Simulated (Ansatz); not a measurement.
Band table of ZrC

```
Zr C
1.0
     0.00000    2.39630    2.39630
     2.39630    0.00000    2.39630
     2.39630    2.39630    0.00000
Zr C
1 1
Direct
  0.50000 0.50000 0.50000
  0.00000 0.00000 0.00000
```

Atoms are numbered in the order listed.

The geometry is COD entry 1562921, unchecked; take it as a test cell. The listed cell was then made from it by scaling, straining or moving an atom.

Level of theory: DFT, PBEsol, all-electron LAPW, scalar-relativistic (Ansatz 0.2.0).

The runs use a Γ-centred 15×15×15 k mesh, Fermi–Dirac smearing of 0.05 eV, basis error target 0.25 meV/atom, no spin polarisation.

Path points, in fractions of the reciprocal vectors: Γ (0.000, 0.000, 0.000), X (0.500, 0.000, 0.500), U (0.625, 0.250, 0.625), K (0.375, 0.375, 0.750), L (0.500, 0.500, 0.500), W (0.500, 0.250, 0.750). Levels in eV from the Fermi level; bands 15 to 20, counted from the lowest band of the run. The gap is zero.

```
# k(1/Å) point b15 b16 b17 b18 b19 b20
0.000 Γ -11.06 0.95 0.95 0.95 1.05 1.05
0.262 - -10.79 -0.86 0.12 0.12 0.68 2.28
0.524 - -10.18 -2.64 -0.30 -0.30 -0.12 3.12
0.787 - -9.73 -3.24 -0.90 -0.31 -0.31 3.58
1.049 - -9.75 -2.65 -1.43 -0.10 -0.10 4.00
1.311 X -9.84 -2.12 -1.62 0.03 0.03 4.17
1.404 - -9.82 -2.13 -1.68 -0.08 0.08 4.34
1.496 - -9.74 -2.16 -1.87 -0.36 0.25 4.77
1.589 - -9.62 -2.20 -2.17 -0.73 0.53 5.01
1.682 - -9.46 -2.54 -2.25 -1.12 0.93 4.81
1.775 U -9.29 -2.94 -2.29 -1.48 1.44 4.57
1.935 - -9.19 -3.11 -2.31 -1.76 1.95 4.19
2.096 - -9.11 -3.20 -2.33 -2.01 2.72 3.52
2.256 - -9.11 -3.20 -2.33 -2.01 2.72 3.52
2.417 - -9.19 -3.11 -2.31 -1.76 1.95 4.19
2.577 K -9.29 -2.94 -2.29 -1.48 1.44 4.57
2.855 - -8.86 -3.91 -2.31 -2.25 3.37 3.65
3.134 - -9.12 -3.78 -2.35 -2.02 2.65 3.81
3.412 - -9.97 -2.49 -1.71 -1.29 1.80 2.95
3.690 - -10.75 -0.66 -0.39 -0.20 1.24 1.94
3.968 Γ -11.06 0.95 0.95 0.95 1.05 1.05
4.195 - -10.85 -0.33 -0.02 -0.02 1.41 1.41
4.422 - -10.28 -1.87 -1.15 -1.15 2.01 2.01
4.649 - -9.47 -3.35 -2.02 -2.02 2.89 2.89
4.876 - -8.63 -4.55 -2.55 -2.55 3.79 3.79
5.103 L -8.21 -5.09 -2.73 -2.73 4.21 4.21
5.289 - -8.32 -4.92 -2.66 -2.64 3.84 4.17
5.474 - -8.60 -4.44 -2.51 -2.40 3.36 3.84
5.659 - -8.91 -3.76 -2.38 -2.13 3.12 3.36
5.845 - -9.15 -3.03 -2.32 -2.07 3.10 3.13
6.030 W -9.23 -2.50 -2.31 -2.31 3.13 3.13
6.161 - -9.30 -2.30 -2.30 -2.26 2.31 3.89
6.293 - -9.46 -2.25 -2.13 -1.76 1.51 4.52
6.424 - -9.65 -2.19 -1.94 -1.02 0.80 4.96
6.555 - -9.79 -2.14 -1.73 -0.30 0.25 4.47
6.686 X -9.84 -2.12 -1.62 0.03 0.03 4.17
```
